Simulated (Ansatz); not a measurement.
WC in space group P-6m2 (No. 187; W on 1a, C on 1f) is relaxed with DFT-PBEsol in the program Ansatz with PAW potentials. What lattice parameters of the conventional cell result?

a = 2.899 Å, c = 2.827 Å.

Is it a metal or does it have a gap at this level?

No gap at this level.

Symmetry was held in the PBEsol relaxation; of distortions, only those at the zone centre were tested. No spin polarisation was allowed. Spin–orbit coupling is left out wherever it is not named.

Potentials: the earlier of the program's two PAW sets.
